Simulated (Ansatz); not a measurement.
Calculated Mg-25 NMR of the central transition for MgCr₂Ag₂O₈

Cell: a Materials Project structure (computed, not necessarily an observed phase), atoms as given.

```cif
data_MgCr2Ag2O8
_symmetry_space_group_name_H-M 'Amm2'
_symmetry_Int_Tables_number 38
_cell_length_a 6.5202
_cell_length_b 6.3686
_cell_length_c 9.1059
_cell_angle_alpha 90.000
_cell_angle_beta 90.000
_cell_angle_gamma 90.000
loop_
_atom_site_label
_atom_site_type_symbol
_atom_site_symmetry_multiplicity
_atom_site_Wyckoff_symbol
_atom_site_fract_x
_atom_site_fract_y
_atom_site_fract_z
Mg Mg 2 a 0.0000 0.0000 0.6584
Cr2 Cr 2 a 0.0000 0.0000 0.3602
Cr3 Cr 2 b 0.5000 0.0000 0.6417
Ag Ag 4 c 0.7382 0.0000 0.0036
O6 O 4 d 0.0000 0.7920 0.4813
O7 O 4 e 0.5000 0.7906 0.5358
O8 O 4 c 0.2780 0.0000 0.7446
O9 O 4 c 0.7969 0.0000 0.2546
```

One atom of each set is listed; the run and its k-mesh use a cell of 13 atoms with edges of 6.52, 5.56, 5.56 Å.

The numbers come from a DFT calculation in Ansatz (PBE, plane waves and PAW, scalar-relativistic, 420 eV cutoff, Γ-centred 4×5×5 k-points, Fermi–Dirac smearing 0.02 eV).

Mg-25 has I = 5/2 and Q = 199.4 mb (Pyykkö 2018); at 35.2 T its Larmor frequency is ν₀ = 91.8 MHz. Only the quadrupole interaction is simulated: positions count from each site's isotropic chemical shift, and shift anisotropy, dipolar and J coupling are left out.

(1) Give C_Q, η, the quadrupolar product P_Q = |C_Q|(1 + η²/3)^½, the second-order isotropic shift and the breadth of the pattern (static powder) for each Mg site.

Results:

(1) 

```csv
site,first shell,C_Q (MHz),η,P_Q (MHz),δ_QIS (ppm),breadth (kHz)
Mg,4 O at 1.98–2.09 Å,-11.9,0.58,12.5,-112,73.3
```

δ_QIS = −(ν_Q²/30ν₀²)[I(I+1) − 3/4](1 + η²/3) × 10⁶ ppm with ν_Q = 3|C_Q|/[2I(2I−1)]; it falls as 1/B₀² in ppm, and the breadth as 1/B₀ in kHz.

The largest force is 0.6 eV/Å, so the atoms aren't at the calculated equilibrium and relaxing them would move these values.
